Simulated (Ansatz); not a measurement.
WC (zinc blende, F-43m) under volume change, plane-wave PAW PBEsol (Ansatz code), scaled uniformly.

```
V (Å³/atom)  E − E(relaxed) (meV/atom)  P (GPa)
-----------  -------------------------  -------
11.514                           104.7    31.91
11.894                            44.1    19.60
12.274                            10.5     9.05
12.653                             0.0     0.01
13.033                             9.4    -7.76
13.412                            35.9   -14.42
13.792                            77.0   -20.12
```

### Question
What does a third-order Birch–Murnaghan fit give for V₀, B₀ and B′?

### Answer
V₀ = 12.65 Å³/atom, B₀ = 279 GPa, B′ = 4.1.

The start of the workflow was typed in or built on a structure type; neither database checked (COD, Materials Project) lists it. It is not the phase usual at ambient conditions (space group No. 187). Symmetry was held in the PBEsol relaxation; whether a distortion lowers the energy is not shown. The run is not spin-polarised. Its formation energy is positive at this level, so the cell may be metastable or incomplete. Scalar-relativistic: spin–orbit coupling is off unless named, which matters more the heavier the elements.

Potentials: the later of the program's two PAW sets.
